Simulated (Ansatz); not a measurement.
Space group P6_3/mmc (No. 194). a = 3.185 Å, b = 3.185 Å, c = 14.739 Å, α = 90.00°, β = 90.00°, γ = 120.00°
```csv
atom,site,symmetry,x,y,z
Mo,2c,-6m2,0.3333,0.6667,0.2500
S,4f,3m.,0.3333,0.6667,0.6440
```

Equation of state of this MoS2 structure (not necessarily the ground state), with shape and atoms relaxed at each volume where symmetry leaves them free. Theory: DFT PBE, scalar-relativistic, plane waves, PAW (Ansatz 0.2.0).

Settings: cutoff 420 eV, Γ-centred mesh 12×12×2 on the computed 6-atom cell, Gaussian smearing of 0.02 eV; no spin polarisation.

```tsv
V (Å³/atom)	E − E(largest V) (meV/atom)	P (GPa)	gap on mesh (eV)
20.290	0.51	0.21	1.33
20.938	-0.06	0.07	1.39
21.585	-0.22	0.01	1.44
22.233	-0.16	0.00	1.48
22.881	0.00	-0.02	1.52
```

Problem. Fit a third-order Birch–Murnaghan equation to E(V).

Solution. V0 = 21.67 Å³/atom, B0 = 2 GPa, B0' = 22.3. B0' is unusual or poorly fixed by this range.

The cell holds layers, and where no dispersion correction was added their binding is poorly described.

Cost: 5 runs of about 4.5 core-minutes in all, on Intel Xeon Platinum 8259CL (Skylake/Cascade Lake) (shared hosts).